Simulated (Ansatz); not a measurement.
Sc3Si5:
```cif
data_Sc6Si10
_chemical_formula_sum 'Sc6 Si10'
_space_group_name_H-M_alt 'P 1'
_space_group_IT_number 1
_cell_length_a 6.35927
_cell_length_b 6.35927
_cell_length_c 7.81007
_cell_angle_alpha 90.000
_cell_angle_beta 90.000
_cell_angle_gamma 120.000
loop_
_space_group_symop_operation_xyz
  'x, y, z'
loop_
_atom_site_label
_atom_site_type_symbol
_atom_site_fract_x
_atom_site_fract_y
_atom_site_fract_z
_atom_site_occupancy
Sc1 Sc 0.00000 0.67214 0.00000 1
Si1 Si 0.07516 0.40833 0.25000 1
Sc2 Sc 0.67214 0.00000 0.00000 1
Si2 Si 0.00000 0.00000 0.25000 1
Si3 Si 0.59167 0.66683 0.25000 1
Sc3 Sc 0.32786 0.32786 0.00000 1
Si4 Si 0.66667 0.33333 0.25000 1
Si5 Si 0.33317 0.92484 0.25000 1
Sc4 Sc 0.00000 0.67214 0.50000 1
Si6 Si 0.33333 0.66667 0.75000 1
Si7 Si 0.92484 0.33317 0.75000 1
Sc5 Sc 0.67214 0.00000 0.50000 1
Si8 Si 0.00000 0.00000 0.75000 1
Si9 Si 0.66683 0.59167 0.75000 1
Sc6 Sc 0.32786 0.32786 0.50000 1
Si10 Si 0.40833 0.07516 0.75000 1
```

Relaxed with PBE.

### Question
Which orbitals make up the states near the Fermi level in plane-wave PAW PBE (Ansatz code)?

### Answer
Within 0.5 eV of the Fermi level: Sc 3d 60 %, Si 3p 30 %. Projections are on Löwdin-orthogonalised atomic valence shells; empty p or d shells of many metals are not among them.

### Question
Tabulate the density of states.

### Answer
States/eV per cell of 16 atoms, in 0.25 eV bins, energy from the Fermi level.

```tsv
E (eV)	total	Sc 3d	Si 3p	Si 3s
-7.85	0.49	0.05	0.16	0.27
-7.60	2.25	0.24	0.87	1.02
-7.35	3.46	0.34	1.39	1.55
-7.10	3.29	0.30	1.38	1.46
-6.85	3.21	0.26	1.44	1.40
-6.60	2.43	0.23	1.13	1.00
-6.35	3.13	0.34	1.56	1.15
-6.10	2.61	0.29	1.40	0.86
-5.85	2.64	0.30	1.45	0.82
-5.60	4.33	0.49	2.30	1.31
-5.35	3.79	0.42	2.14	0.94
-5.10	3.66	0.39	2.19	0.73
-4.85	3.70	0.36	2.42	0.50
-4.60	4.39	0.40	3.29	0.25
-4.35	5.62	0.61	4.27	0.31
-4.10	7.69	0.92	5.85	0.40
-3.85	7.97	0.99	6.14	0.33
-3.60	7.69	1.05	5.83	0.34
-3.35	5.46	0.72	4.17	0.18
-3.10	5.59	0.81	4.24	0.11
-2.85	6.34	1.09	4.40	0.43
-2.60	8.77	1.93	5.25	1.10
-2.35	9.97	2.53	5.88	1.01
-2.10	11.21	3.39	6.61	0.69
-1.85	9.90	3.37	5.58	0.54
-1.60	10.40	3.80	5.40	0.74
-1.35	9.34	3.85	4.39	0.64
-1.10	7.04	3.12	3.12	0.41
-0.85	8.51	4.22	3.40	0.40
-0.60	7.79	4.25	2.76	0.31
-0.35	6.91	3.98	2.30	0.24
-0.10	5.75	3.47	1.72	0.22
0.15	3.29	2.06	0.81	0.17
0.40	2.69	1.81	0.62	0.08
0.65	5.37	2.59	1.58	0.64
0.90	9.00	4.64	2.63	0.87
1.15	9.52	5.47	2.39	0.77
1.40	10.34	6.85	2.02	0.56
1.65	12.46	8.65	1.93	0.66
1.90	13.44	9.18	1.99	0.69
2.15	14.59	9.91	2.10	0.79
2.40	20.39	14.15	2.51	0.98
2.65	22.04	15.57	2.69	1.14
2.90	21.92	15.73	2.67	1.26
3.15	21.15	15.45	2.46	1.20
3.40	19.60	12.85	2.94	1.22
3.65	19.79	11.96	3.36	1.55
3.90	12.88	6.41	3.00	1.23
4.15	14.86	6.73	3.90	1.32
```

Space group P-62c. The start of the workflow was typed in or built on a structure type; neither database checked (COD, Materials Project) lists it. Whether it is the stable phase at ambient conditions was not checked. The PBE relaxation kept the symmetry of its start; whether a distortion lowers the energy is not shown. No spin polarisation was allowed.

Potentials: the earlier of the program's two PAW sets.
